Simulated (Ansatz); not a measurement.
BiBr in space group C2/m (No. 12; Pearson symbol mS32), r²SCAN+D4 (plane waves, PAW; program Ansatz), all energies at zero smearing, with the estimated change up to a 700 eV cutoff added, with one set of potentials and settings (totals compare only within such a set). Cell of 16 atoms (8 Bi, 8 Br): -121641.905 eV.

```json
[
 {"element": "Bi", "reference phase": "R-3m, 2 atoms in the cell", "E (eV/atom)": "-12411.2119"},
 {"element": "Br", "reference phase": "Cmce, 4 atoms in the cell", "E (eV/atom)": "-2792.9529"}
]
```

Formation energy per atom, worked out: (-121641.905 − 8×(-12411.2119) − 8×(-2792.9529))/16 = -0.537 eV/atom (-52 kJ per mol of atoms), at 0 K, without zero-point energy or fitted corrections.

The first step of the workflow began from a Materials Project structure, measured or hypothetical; the Crystallography Open Database files this formula in space group No. 12, but the cells were not matched. Whether it is the stable phase at ambient conditions was not checked. Symmetry was held in the r²SCAN+D4 relaxation; its stability against distortions is not shown here. The references are the lowest solids computed at this level, not always the standard phases. Spin–orbit coupling is left out wherever it is not named.

Potentials: the later of the program's two PAW sets.
